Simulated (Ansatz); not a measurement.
MgS (rock salt), relaxed with HSE06 (Ansatz, a program for electronic structure, plane waves, PAW): a = 5.194 Å, b = 5.194 Å, c = 5.194 Å, α = 90.00°, β = 90.00°, γ = 90.00°.

| Property | Value |
|---|---|
| gap (eV) | 3.82 |
| B₀ by P(V) fit (GPa) | 80.1 |

Question: The same phase is relaxed and computed with PBEsol in the same code. What are the cell and these values now?

Answer: a = 5.1819 Å, b = 5.1819 Å, c = 5.1819 Å, α = 90.00°, β = 90.00°, γ = 90.00°.

gap (eV): 2.73
B₀ by P(V) fit (GPa): 78.1

All cells were relaxed under the symmetry of their starts (and spin orders); stability against distortions was not tested throughout.

Potentials: the later of the program's two PAW sets.

Ansatz is a plane-wave DFT program.
